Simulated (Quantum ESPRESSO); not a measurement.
```
BeS
1.0
    0.00000     2.39800     2.39800
    2.39800     0.00000     2.39800
    2.39800     2.39800     0.00000
Be S
1 1
Direct
  0.00000   0.00000   0.00000
  0.25000   0.25000   0.25000
```

Cell and atoms were relaxed with LDA from Materials Project entry mp-422, within its symmetry.

What does norm-conserving LDA (Quantum ESPRESSO, 88 Ry, no spin-orbit coupling) give for the electronic structure near the Fermi level?

The LDA gap is indirect, 2.83 eV, from Γ to X; the smallest direct gap is 5.50 eV.
